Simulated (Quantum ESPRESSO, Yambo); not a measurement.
Quasiparticle gap of SrO

```xyz
2
Lattice="0.0000 2.5595 2.5595 2.5595 0.0000 2.5595 2.5595 2.5595 0.0000" Properties=species:S:1:pos:R:3 pbc="T T T"
O      0.0000     0.0000     0.0000
Sr     2.5595     2.5595     2.5595
```

Cell and atoms were relaxed with PBEsol from Materials Project entry mp-2472, within its symmetry.

Starting point: norm-conserving PBEsol (Quantum ESPRESSO, 84 Ry, without SOC). G0W0 in Yambo: 6×6×6 Γ-centred k mesh, 77 bands and a 10 Ry block in the screening, 77 bands in G with the Bruneval-Gonze terminator, plasmon pole fitted at 27.2 eV.

The PBEsol gap along the band path comes out as 3.20 eV and the PBEsol gap between the mesh's edge points (Γ → X) is 3.20 eV. The G0W0 gap between the same points is 5.12 eV and the PBEsol smallest direct gap on the mesh (at X) comes out as 3.27 eV. The G0W0 direct gap at that point comes out as 5.21 eV.

```
k point  band  E PBEsol (eV)  E QP (eV)  shift (eV)     Z
-------  ----  -------------  ---------  ----------  ----
Γ          VB           0.00      -1.07       -1.07  0.78
Γ          CB           3.96       4.61        0.65  0.85
L          VB          -1.15      -2.37       -1.22  0.81
L          CB           6.58       7.79        1.21  0.82
X          VB          -0.07      -1.17       -1.10  0.79
X          CB           3.20       4.04        0.84  0.86
```

Energies count from the PBEsol valence-band maximum.

Nearest settings tried, and what they do to the gap: 8 Ry block (89 vectors against 137): -71 meV. Not varied: bands in G, bands in W, mesh. So the settings aren't converged at that level.
